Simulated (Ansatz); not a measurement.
An Ansatz input:

```yaml
crystal:
  lattice:
    - [4.5525130858, 0.0, 0.0]
    - [-2.2762565429, 3.9425919834, 0.0]
    - [0.0, 0.0, 7.4493927108]
  atoms:
    - { symbol: Ba, position: [0.3333333333, 0.6666666667, 0.25] }
    - { symbol: Ba, position: [0.6666666667, 0.3333333333, 0.75] }
hamiltonian:
  xc: blyp
  pseudopotentials:
    kind: paw
    azcp:
      Ba: "pseudopotentials/Ba.paw.azcp"
basis:
  ecutwfc: 420
  fft_grid_basis: typed
kpoints:
  mp_grid: { grid: [9, 9, 5], shift: [0, 0, 0] }
magnetization:
  spin_polarized: false
scf:
  occupations: { method: fermi_dirac, width: 0.1 }
  lower_state_search: "off"
output:
  stress: true
```

and its output:

```
Engine: ansatz 0.2.0, aarch64-unknown-linux-gnu
Pseudopotentials: kind: paw
Pseudopotential: Ba, paw, valence charge 10, recommended cutoff 420 eV (normal) 
Functional definition: BLYP
  parameter beta = 0.0042
  parameter a = 0.04918
  parameter b = 0.132
  parameter c = 0.2533
  parameter d = 0.349
  exchange = b88_x(beta = beta)
  correlation = lyp_c(a = a, b = b, c = c, d = d)
Crystal: 2 atoms, lattice volume = 133.707 Å³
Basis set: ecut = 420 eV, 2623 PW (Γ), exchange–correlation on 64×64×100 points (8 copies of the dense FFT grid, shifted against one another)
Bands: 14, of which v1, the nominal top of the filled ones, is band 10 counted from 1 (9 counted from 0)
Symmetry: 24 space group operations
Space group: P63/mmc (ITA 194), of the structure as read, at distance tolerance 5.1e-5 Å
k-points: 36 of 405
Non-local potential: Ba, projectors of the file, l = 0: 3, l = 1: 2, l = 2: 2, l = 3: 2
PAW form: soft (Blöchl's): semilocal exchange-correlation on the pseudo side does not see the compensation charge
PAW frozen core: Ba, regenerated for the run's functional, and the local potential with it (the file was generated under x = pbe(κ = 0.804, μ = 0.2195149727645171), c = pbe(β = 0.06672455060314922))
PAW one-centre angular grid: Ba, 194 points (default); XC on 64 Gauss nodes
Initial density: superposition of atomic densities (neutral atoms: chi_scale 0, normalization atom), corrected by the library's trained network
Initial wavefunctions: pseudopotential atomic-orbital guess
Functional: x = b88, c = lyp
SCF iter   1: F=—  HF=-11936.625955 eV  |F-HF|=—  |Δ(HF+E_count)|=         —  Δρ=1.92e-3  dr2=5.40e-3  ethr=1.77e-3  ⟨swp⟩=7.0  Hψ=3483  notcnv=0
SCF iter   2: F=—  HF=-11936.626692 eV  |F-HF|=—  |Δ(HF+E_count)|=   7.37e-4  Δρ=1.16e-3  dr2=2.48e-3  ethr=2.70e-5  ⟨swp⟩=2.6  Hψ=1185  notcnv=0
SCF iter   3: F=—  HF=-11936.628067 eV  |F-HF|=—  |Δ(HF+E_count)|=   1.38e-3  Δρ=3.47e-4  dr2=3.74e-4  ethr=1.24e-5  ⟨swp⟩=3.0  Hψ=982  notcnv=0
SCF iter   4: F=—  HF=-11936.628305 eV  |F-HF|=—  |Δ(HF+E_count)|=   2.38e-4  Δρ=1.11e-4  dr2=3.01e-5  ethr=1.87e-6  ⟨swp⟩=3.0  Hψ=941  notcnv=0
SCF iter   5: F=—  HF=-11936.628314 eV  |F-HF|=—  |Δ(HF+E_count)|=   8.99e-6  Δρ=3.76e-5  dr2=4.63e-6  ethr=1.50e-7  ⟨swp⟩=2.1  Hψ=609  notcnv=0
SCF iter   6: F=—  HF=-11936.628316 eV  |F-HF|=—  |Δ(HF+E_count)|=   2.00e-6  Δρ=9.57e-6  dr2=1.87e-7  ethr=2.31e-8  ⟨swp⟩=2.8  Hψ=868  notcnv=0
SCF iter   7: F=-11936.628317 eV  HF=-11936.628317 eV  |F-HF|=1.97e-8  |Δ(HF+E_count)|=   1.47e-7  Δρ=1.73e-6  dr2=5.11e-9  ethr=5.00e-10  ⟨swp⟩=4.9  Hψ=1889  notcnv=0
SCF 1 converged in 7 iterations: F = -11936.628317 eV  dr2 = 5.11e-9
SCF converged after 7 iterations
Free energy (F): -11936.628317 eV
Harris-Foulkes:  -11936.628317 eV  (|F-HF|=1.97e-8)
Internal energy: -11936.509839 eV  (E = F + TS)
E sigma→0 (E₀):  -11936.569078 eV
Entropy (-TS):   -0.118477 eV (-59.239 meV/atom)
Fermi energy:    5.893718 eV
--- Per-component energies (eV) ---
  E_band       = -172.487352
  E_kinetic    = 332.066917
  E_local      = -786.593919  (includes V_loc(G=0)·N_el)
  E_nonlocal   = 115.106814
  E_hartree    = 249.536123
  E_xc         = -327.101198
  E_vxc        = -259.583946  (∫ρ·V_xc dr)
  E_paw        = -10494.978370  (= ΣΔE_a)
  E_vpaw       = -72.555680  (= ΣTr[D̂ρ^β])
  E_aug_tail   = -0.000004  (compensation charges beyond the density's cutoff)
  E_ewald      = -1024.707032
  E_core_change = 0.160828  (= ΣΔE_core)
  E_smearing   = -0.118477  (= −TS)
  E_closure    = 0.000000  (closes the sum)
  Σ components = -11936.628317   (vs F -11936.628317, Δ=0.00e0)
--- Stress (GPa, compression-positive) ---
        0.033673       0.000000       0.000000
       -0.000000       0.033673       0.000000
        0.000000       0.000000       0.039692
  P = ⅓ Tr σ = 0.0357 GPa (0.357 kbar)
```
